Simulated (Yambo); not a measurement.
Yambo run on K₂PtH₆ (space group Fm-3m, No. 225). The wavefunctions are PBEsol (Quantum ESPRESSO, PseudoDojo norm-conserving, 84 Ry, without SOC) ones on a 2×2×2 mesh (21 occupied bands); a = b = c = 5.7417 Å, α = β = γ = 60.00°.

Yambo input:

```
rim_cut
gw0
dyson
el_el_corr
HF_and_locXC
ppa
em1d
RandQpts= 1000000
RandGvec= 1 Ry
EXXRLvcs= 84 Ry
VXCRLvcs= 336 Ry
Chimod= "HARTREE"
% BndsRnXp
 5 | 188 |
%
NGsBlkXp= 7 Ry
% LongDrXp
 1.0 | 1.0 | 1.0 |
%
PPAPntXp= 27.2114 eV
% GbndRnge
 1 | 70 |
%
GTermKind= "none"
DysSolver= "n"
ExtendOut
% QPkrange
 2 | 2 | 21 | 21 |
 3 | 3 | 21 | 22 |
%
```

k points by index: 2 = L, 3 = X.

The o-*.qp file then holds:

```
#    K-point    Band    Eo [eV]    E [eV]    E-Eo [eV]    Vxc [eV]    Vnlxc [eV]    Sc|Eo [eV]    Sc|E [eV]    dSc/dw|Eo [eV]    Re(Z)    Im(Z)
#
    2    21    0.000000    -1.109739    -1.109739    -11.67028    -15.11864    2.112817    2.338627    -5.536477    0.830934    -0.001217
    3    21    -0.115566    -1.277641    -1.162076    -11.60289    -15.10703    2.105408    2.342067    -5.541182    0.830815    -0.001234
    3    22    3.900575    5.161744    1.261169    -10.14474    -6.582773    -2.092185    -2.300798    -4.500797    0.858072    -0.001035
```
(The two width columns are left out.) Convergence of these settings isn't established.

Geometry of the Materials Project entry, not relaxed at this level.

The structure is a Materials Project entry; no match was found in the copy of COD used, and its stability was not checked.
